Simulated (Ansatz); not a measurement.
Ga2BiAs:
```cif
data_AsBiGa2
_chemical_formula_sum 'Ga2 Bi1 As1'
_space_group_name_H-M_alt 'P 1'
_space_group_IT_number 1
_cell_length_a 4.18304
_cell_length_b 4.18304
_cell_length_c 5.96913
_cell_angle_alpha 90.000
_cell_angle_beta 90.000
_cell_angle_gamma 90.000
loop_
_space_group_symop_operation_xyz
  'x, y, z'
loop_
_atom_site_label
_atom_site_type_symbol
_atom_site_fract_x
_atom_site_fract_y
_atom_site_fract_z
_atom_site_occupancy
Ga1 Ga 0.50000 0.00000 0.72501 1
Ga2 Ga 0.00000 0.50000 0.27499 1
Bi1 Bi 0.00000 0.00000 0.00000 1
As1 As 0.50000 0.50000 0.50000 1
```

Relaxed with LDA.

### Question
Which orbitals make up the states near the Fermi level in the program Ansatz at the LDA level (PAW)?

### Answer
Within 0.5 eV of the Fermi level: Bi 6p 35 %, Ga 4p 25 %, As 4p 22 %, Ga 4s 11 %, As 4s 5 %. Projections are on Löwdin-orthogonalised atomic valence shells; empty p or d shells of many metals are not among them.

### Question
Tabulate the density of states.

### Answer
States/eV per cell of 4 atoms, in 0.25 eV bins, energy from the Fermi level.

| E (eV) | total | Ga 4p | As 4p | Bi 6p |
|---|---|---|---|---|
| -7.85 | 0.00 | 0.00 | 0.00 | 0.00 |
| -7.60 | 0.00 | 0.00 | 0.00 | 0.00 |
| -7.35 | 0.00 | 0.00 | 0.00 | 0.00 |
| -7.10 | 0.44 | 0.01 | 0.11 | 0.08 |
| -6.85 | 4.64 | 0.24 | 1.13 | 0.74 |
| -6.60 | 2.67 | 0.18 | 0.62 | 0.45 |
| -6.35 | 1.74 | 0.14 | 0.37 | 0.33 |
| -6.10 | 1.25 | 0.10 | 0.26 | 0.24 |
| -5.85 | 1.05 | 0.09 | 0.23 | 0.19 |
| -5.60 | 0.80 | 0.07 | 0.19 | 0.13 |
| -5.35 | 0.65 | 0.06 | 0.16 | 0.10 |
| -5.10 | 0.54 | 0.05 | 0.14 | 0.07 |
| -4.85 | 0.45 | 0.05 | 0.13 | 0.05 |
| -4.60 | 0.41 | 0.05 | 0.13 | 0.04 |
| -4.35 | 0.36 | 0.05 | 0.13 | 0.03 |
| -4.10 | 0.53 | 0.15 | 0.21 | 0.06 |
| -3.85 | 2.25 | 0.81 | 0.82 | 0.46 |
| -3.60 | 2.58 | 0.91 | 0.84 | 0.62 |
| -3.35 | 2.05 | 0.71 | 0.68 | 0.48 |
| -3.10 | 2.93 | 1.07 | 0.93 | 0.72 |
| -2.85 | 3.04 | 1.09 | 1.06 | 0.70 |
| -2.60 | 3.48 | 1.19 | 1.31 | 0.77 |
| -2.35 | 3.06 | 1.01 | 1.13 | 0.75 |
| -2.10 | 2.29 | 0.75 | 0.75 | 0.68 |
| -1.85 | 1.87 | 0.61 | 0.47 | 0.70 |
| -1.60 | 2.23 | 0.71 | 0.50 | 0.91 |
| -1.35 | 1.63 | 0.51 | 0.35 | 0.69 |
| -1.10 | 1.40 | 0.44 | 0.27 | 0.64 |
| -0.85 | 1.75 | 0.55 | 0.28 | 0.87 |
| -0.60 | 1.21 | 0.36 | 0.21 | 0.61 |
| -0.35 | 0.52 | 0.13 | 0.13 | 0.25 |
| -0.10 | 0.17 | 0.04 | 0.04 | 0.08 |
| 0.15 | 0.12 | 0.03 | 0.02 | 0.01 |
| 0.40 | 0.36 | 0.10 | 0.07 | 0.04 |
| 0.65 | 0.81 | 0.24 | 0.16 | 0.07 |
| 0.90 | 1.22 | 0.38 | 0.25 | 0.11 |
| 1.15 | 1.81 | 0.52 | 0.37 | 0.20 |
| 1.40 | 2.44 | 0.74 | 0.45 | 0.31 |
| 1.65 | 3.35 | 1.05 | 0.57 | 0.47 |
| 1.90 | 2.54 | 0.83 | 0.35 | 0.41 |
| 2.15 | 2.47 | 0.89 | 0.31 | 0.40 |
| 2.40 | 1.96 | 0.71 | 0.24 | 0.33 |
| 2.65 | 1.15 | 0.43 | 0.14 | 0.19 |
| 2.90 | 1.52 | 0.68 | 0.17 | 0.20 |
| 3.15 | 2.08 | 1.01 | 0.23 | 0.26 |
| 3.40 | 2.89 | 1.59 | 0.33 | 0.34 |
| 3.65 | 3.00 | 1.60 | 0.33 | 0.41 |
| 3.90 | 3.24 | 1.66 | 0.33 | 0.54 |
| 4.15 | 2.57 | 1.32 | 0.34 | 0.36 |
| 4.40 | 2.60 | 1.29 | 0.36 | 0.33 |
| 4.65 | 2.88 | 1.36 | 0.37 | 0.39 |

Space group P-4m2. The first step of the workflow began from a Materials Project structure, measured or hypothetical; the Crystallography Open Database copy checked does not list it. Its standing as an ambient phase is unchecked. The LDA relaxation kept the symmetry of its start; of distortions, only those at the zone centre were tested. A small band overlap can be real or an error of a semilocal functional. Spin–orbit coupling is left out wherever it is not named.

Potentials: the later of the program's two PAW sets.
